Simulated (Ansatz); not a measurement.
**ZrC: the functional and the phonons**

ZrC in the rock-salt structure, relaxed with PBE.

```xyz
2
Lattice="0.0000 2.3547 2.3547 2.3547 0.0000 2.3547 2.3547 2.3547 0.0000" Properties=species:S:1:pos:R:3 pbc="T T T"
Zr    0.0000    0.0000    0.0000
C     2.3547    2.3547    2.3547
```

DFT in Ansatz; PBE; Ansatz hand-made PAW at 820 eV; k mesh 8×8×8; Fermi–Dirac smearing of 0.1 eV; no spin. Harmonic phonons by finite displacements in cells commensurate with each q, frequencies in cm⁻¹, imaginary ones marked i; at Γ the three translations are left out and no LO–TO term is added.

Caveats: coarse k mesh.

At 13.06 Å³ an atom it gives top Γ mode (cm⁻¹) 427; lowest mode at X = [0.5, 0, 0.5] (cm⁻¹) 211; top mode at X = [0.5, 0, 0.5] (cm⁻¹) 530.

**Question.** Repeat with LDA in its relaxed cell, PBEsol in its relaxed cell, on the same kind of potentials and mesh. What changes?

**Answer.** 
```csv
functional,cutoff (eV),volume (Å³/atom),top Γ mode (cm⁻¹),"lowest mode at X = [0.5, 0, 0.5] (cm⁻¹)","top mode at X = [0.5, 0, 0.5] (cm⁻¹)"
LDA in its relaxed cell,820,12.50,452,222,551
PBEsol in its relaxed cell,820,12.73,447,218,542
```
